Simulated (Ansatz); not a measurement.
Input:

LiH (rock salt) is sheared across one {110} plane: the third cell vector gains the shift, so faults repeat every 4.3 Å. The cut lies between planes 1.42 Å apart; the cell height is held.

```
CELL_PARAMETERS angstrom
      2.83346     0.00000     0.00000
      0.00000     4.00712     0.00000
      1.41673     2.00356     4.25019
ATOMIC_POSITIONS crystal
  H  0.00000 0.00000 0.83333
  H  0.33333 0.33333 0.16667
  H  0.66667 0.66667 0.50000
  Li 0.00000 0.50000 0.83333
  Li 0.33333 0.83333 0.16667
  Li 0.66667 0.16667 0.50000
```

In-plane vectors a = (2.833, 0.000) Å, b = (0.000, 4.007) Å, area 11.35 Å². The shift is s times the vector b (length 4.007 Å), so s = 1 restores the start. The shift is rigid: no atom relaxes. γ = [E(shift) − E(0)] / area.

Method: PBE (plane waves to 420 eV, PAW, scalar-relativistic; Ansatz, a program for electronic structure). k mesh 10×10×10 (Γ-centred), Fermi-Dirac smearing 0.05 eV. E is the zero-smearing estimate. As the smearing reaches across the gap at some points, the k mesh leaves noise in γ, roughly 0.02 J/m² as judged from a few cases. Faults lie only 4.3 Å apart, and holding the cell height and the atoms raises γ above its relaxed value. LiH was relaxed with its symmetry unable to fall. The zero of γ is zero shift.

The scan covers s from 0.000 to 0.917 in 12 points.

Q: At which s is γ highest?

A: s = 0.500.

Q: Does γ have a local minimum between the ends of the line, and at which s?

A: No computed point is one.

Q: What is the highest γ among twelve even steps of s?

A: 4.54 J/m².

(The slope of γ gives the shear force per area between the displaced halves; near zero shift its curvature is an elastic stiffness.)
